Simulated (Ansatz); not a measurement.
LiF:
```yaml
crystal:
  lattice:
    - [3.28020, 0.00000, 0.00000]
    - [-1.64010, 2.84074, 0.00000]
    - [0.00000, 0.00000, 3.99945]
  atoms:
    - { symbol: Li, position: [0.33333, 0.66667, 0.75000] }
    - { symbol: F, position: [0.66667, 0.33333, 0.75000] }
    - { symbol: F, position: [0.33333, 0.66667, 0.25000] }
    - { symbol: Li, position: [0.66667, 0.33333, 0.25000] }
```

Relaxed with r²SCAN. Special points in fractions of this cell's reciprocal vectors: Γ (0.000, 0.000, 0.000); M (0.500, 0.000, 0.000); K (0.333, 0.333, 0.000); A (0.000, 0.000, 0.500); L (0.500, 0.000, 0.500); H (0.333, 0.333, 0.500).

Q: List the band energies nearest the valence-band maximum at these points for r²SCAN in the plane-wave PAW code Ansatz.

A: In eV from the valence-band maximum; about four levels below and three above (degenerate sets whole), none deeper than 8.9 eV; … stands for higher levels left out; points with the same levels are listed once.

```tsv
k	below	above
Γ	-1.28 -1.28 -0.49 -0.49 0.00	8.53 15.84 …
M	-1.80 -1.04 -0.90 -0.48	11.20 14.72 …
K	-1.33 -1.33 -1.15 -1.15 -0.78	11.82 …
A	-0.88 -0.88 -0.88 -0.88	11.11 11.11 …
L	-1.19 -1.19 -0.40 -0.40	11.84 11.84 …
H	-1.82 -1.82 -0.13 -0.13	13.03 13.03 …
```

Space group P6_3/mmc. The start of the workflow was typed in or built on a structure type; neither database checked (COD, Materials Project) lists it. It is not the phase usual at ambient conditions (space group No. 225). The cell was relaxed with r²SCAN under the symmetry of its start; whether a distortion lowers the energy is not shown.

Potentials: the later of the program's two PAW sets.
